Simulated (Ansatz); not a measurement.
PbS:
```
CELL_PARAMETERS angstrom
     -2.09817     2.09817     2.96520
      2.09817    -2.09817     2.96520
      2.09817     2.09817    -2.96520
ATOMIC_POSITIONS crystal
  Pb 0.00000 0.00000 0.00000
  S  0.50000 0.50000 0.00000
```

Relaxed with PBE+D3(BJ). PBE+D3(BJ) in the plane-wave PAW code Ansatz gives a gap of 0.36 eV.

Task: What gap does HSE06 give on the same cell (Ansatz, PAW)?

Result: 0.79 eV, 0.43 eV more. The hybrid was solved on a coarser mesh and at special points; its gap is the smallest among all of these.

| k | v1 PBE+D3(BJ) | c1 PBE+D3(BJ) | v1 HSE06 | c1 HSE06 |
|---|---|---|---|---|
| Γ | -2.17 | 5.20 | -2.56 | 6.02 |
| M | -3.44 | 3.85 | -3.95 | 4.35 |
| X | -3.44 | 3.85 | [?] | [?] |
| P | -1.03 | 2.19 | [?] | [?] |
| N | 0.00 | 0.36 | 0.00 | 0.79 |
| S0 | -2.49 | 3.32 | [?] | [?] |
| R | -1.03 | 2.18 | [?] | [?] |

Task: Top valence (v1) and lowest conduction level (c1) in eV from each method's valence maximum (which need not be a listed point): supply the withheld HSE06 values.

Result: 
- R, v1 HSE06: -1.24
- R, c1 HSE06: 2.73
- P, v1 HSE06: -1.23
- P, c1 HSE06: 2.74
- S0, v1 HSE06: -2.78
- S0, c1 HSE06: 3.93
- X, v1 HSE06: -3.94
- X, c1 HSE06: 4.36

Cost on shared cores: the PBE+D3(BJ) run (SCF on a 9×9×9 mesh, then bands and DOS) around 13 core-seconds (rough), the HSE06 run (SCF on 7×7×7, then a few points) roughly 2.3 core-minutes; the tasks are unlike.

Space group Fm-3m (rock salt). The PBE+D3(BJ) relaxation kept the symmetry of its start; of distortions, only those at the zone centre were tested. Point labels and valley counts follow the cell and symmetry of the run, lower than the named group. Spin–orbit coupling is left out wherever it is not named.

Potentials: the later of the program's two PAW sets.
